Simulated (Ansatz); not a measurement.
Nb$_{4}$GaSe$_{8}$:
```cif
data_GaNb4Se8
_chemical_formula_sum 'Nb4 Ga1 Se8'
_space_group_name_H-M_alt 'P 1'
_space_group_IT_number 1
_cell_length_a 7.41686
_cell_length_b 7.41686
_cell_length_c 7.41686
_cell_angle_alpha 60.000
_cell_angle_beta 60.000
_cell_angle_gamma 60.000
loop_
_space_group_symop_operation_xyz
  'x, y, z'
loop_
_atom_site_label
_atom_site_type_symbol
_atom_site_fract_x
_atom_site_fract_y
_atom_site_fract_z
_atom_site_occupancy
Nb1 Nb 0.14727 0.14727 0.55818 1
Nb2 Nb 0.14727 0.55818 0.14727 1
Nb3 Nb 0.55818 0.14727 0.14727 1
Nb4 Nb 0.14727 0.14727 0.14727 1
Ga1 Ga 0.75000 0.75000 0.75000 1
Se1 Se 0.88401 0.88401 0.34796 1
Se2 Se 0.88401 0.34796 0.88401 1
Se3 Se 0.34796 0.88401 0.88401 1
Se4 Se 0.88401 0.88401 0.88401 1
Se5 Se 0.38432 0.38432 0.38432 1
Se6 Se 0.38432 0.38432 0.84704 1
Se7 Se 0.38432 0.84704 0.38432 1
Se8 Se 0.84704 0.38432 0.38432 1
```

Relaxed with r²SCAN.

### Question
Which orbitals make up the states near the Fermi level in r²SCAN in the plane-wave PAW code Ansatz?

### Answer
Within 0.5 eV of the Fermi level: Nb 4d 83 %, Se 4p 12 %. Projections are on Löwdin-orthogonalised atomic valence shells; empty p or d shells of many metals are not among them.

### Question
Tabulate the density of states.

### Answer
States/eV per cell of 13 atoms, in 0.25 eV bins, energy from the Fermi level.

```csv
E (eV),total,Se 4p,Nb 4d,Ga 4p
-7.85,0.57,0.31,0.04,0.00
-7.60,1.11,0.59,0.07,0.01
-7.35,2.33,1.20,0.14,0.02
-7.10,3.43,1.68,0.19,0.02
-6.85,0.49,0.23,0.03,0.00
-6.60,0.00,0.00,0.00,0.00
-6.35,0.00,0.00,0.00,0.00
-6.10,0.51,0.33,0.09,0.03
-5.85,4.46,2.90,0.91,0.26
-5.60,9.59,6.44,1.87,0.33
-5.35,9.07,6.07,1.62,0.39
-5.10,8.77,5.74,1.73,0.27
-4.85,13.31,9.30,2.60,0.25
-4.60,8.97,6.15,1.98,0.11
-4.35,6.71,4.38,1.58,0.29
-4.10,10.25,6.68,2.43,0.55
-3.85,8.55,5.55,2.13,0.26
-3.60,13.81,9.31,3.45,0.27
-3.35,24.30,16.14,6.95,0.31
-3.10,18.68,13.10,4.48,0.24
-2.85,7.67,5.51,1.73,0.08
-2.60,5.80,4.20,1.30,0.07
-2.35,13.02,10.21,2.15,0.17
-2.10,9.75,8.07,1.20,0.16
-1.85,7.81,6.08,1.24,0.20
-1.60,5.24,3.03,1.86,0.12
-1.35,5.60,2.33,2.90,0.11
-1.10,0.39,0.10,0.28,0.00
-0.85,5.85,1.07,4.65,0.00
-0.60,9.90,1.82,7.89,0.01
-0.35,0.00,0.00,0.00,0.00
-0.10,4.84,0.56,3.99,0.09
0.15,17.97,2.20,14.87,0.15
0.40,1.19,0.16,1.00,0.00
0.65,0.00,0.00,0.00,0.00
0.90,0.07,0.03,0.01,0.00
1.15,2.31,0.56,0.71,0.16
1.40,4.98,0.80,2.81,0.25
1.65,0.64,0.10,0.41,0.02
1.90,13.14,1.07,9.73,0.84
2.15,10.18,1.83,7.07,0.46
2.40,23.94,5.82,16.00,0.44
2.65,13.68,4.01,8.02,0.31
2.90,6.82,2.19,4.10,0.04
3.15,11.27,3.89,6.13,0.10
3.40,8.09,2.85,4.14,0.12
3.65,7.80,2.42,3.33,0.53
3.90,3.51,1.12,1.24,0.30
4.15,9.19,3.13,3.54,0.66
4.40,7.00,2.53,2.73,0.46
4.65,2.33,0.53,0.35,0.64
```

Space group F-43m. The workflow started from a Materials Project entry (that database holds measured and hypothetical structures alike); the Crystallography Open Database files this formula in space group No. 216, but the cells were not matched. Its standing as an ambient phase is unchecked. The cell was relaxed with r²SCAN under the symmetry of its start; whether a distortion lowers the energy is not shown. The run is not spin-polarised. With an odd number of electrons in the cell and no spin polarisation, the count alone makes it a metal. Spin–orbit coupling is left out wherever it is not named.

Potentials: the later of the program's two PAW sets.
